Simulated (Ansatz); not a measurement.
## In2GaAs3, first-principles data

In₂GaAs₃:
```
CELL_PARAMETERS angstrom
     -2.10339     2.10339     8.98849
      2.10339    -2.10339     8.98849
      2.10339     2.10339    -8.98849
ATOMIC_POSITIONS crystal
  In 0.33722 0.33722 0.00000
  In 0.66278 0.66278 0.00000
  Ga 0.00000 0.00000 0.00000
  As 0.25000 0.75000 0.50000
  As 0.57492 0.07492 0.50000
  As 0.92508 0.42508 0.50000
```

Space group I-4m2 (No. 119); conventional cell a = b = 4.207 Å, c = 17.977 Å, α = β = γ = 90.00°.

Method: DFT-r²SCAN in the program Ansatz with PAW potentials. Structure relaxed to zero pressure with the same functional. Other levels are named where they apply.

Cell and energy:

| Item | Value |
|---|---|
| Volume per atom | 26.51 Å³ |
| Density | 5.47 g/cm³ |

Electronic structure:

| Item | Value |
|---|---|
| Band gap | 0.20 eV (direct) |
| Valence-band maximum | at Γ |
| Conduction-band minimum | at Γ |
| Electron effective mass | 0.013, 0.013, 0.021 mₑ (principal values) |
| Hole effective mass, band 1 of 2 at the edge | 2.4 along x, 0.39 along z (mₑ) |
| Hole effective mass, band 2 of 2 at the edge | 0.013 along x, 0.39 along z (mₑ) |
| HSE06 gap on the r²SCAN cell | 0.50 eV |
| Gap with spin–orbit coupling | 0.09 eV |

Mechanics:

| Item | Result |
|---|---|
| Bulk modulus (Birch–Murnaghan fit) | 61.2 GPa |
| Pressure derivative B′ | 4.7 |
| Elastic constants (relaxed ions, GPa) | C11 = 112, C12 = 24.7, C13 = 46.7, C33 = 93.3, C44 = 42.9, C66 = 22.3 |
| Mechanical stability | stable (all eigenvalues of C positive) |
| Hill bulk and shear moduli | 61.4 and 33.2 GPa |
| Young's modulus | 84.5 GPa |
| Poisson's ratio | 0.27 |
| Debye temperature from the elastic constants | 274 K |

Charges:

| Item | Value |
|---|---|
| Bader charges | In +0.83, Ga +0.77, As -0.85 to -0.79 e |

The first step of the workflow began from a Materials Project structure, measured or hypothetical; the Crystallography Open Database copy checked does not list it. With In and Ga taken as one species the cell has the higher symmetry F-43m, so it may be an ordered model of a mixed-site phase. Its standing as an ambient phase is unchecked. Symmetry was held in the r²SCAN relaxation; whether a distortion lowers the energy is not shown. Spin–orbit coupling is left out wherever it is not named.

Potentials: the later of the program's two PAW sets.
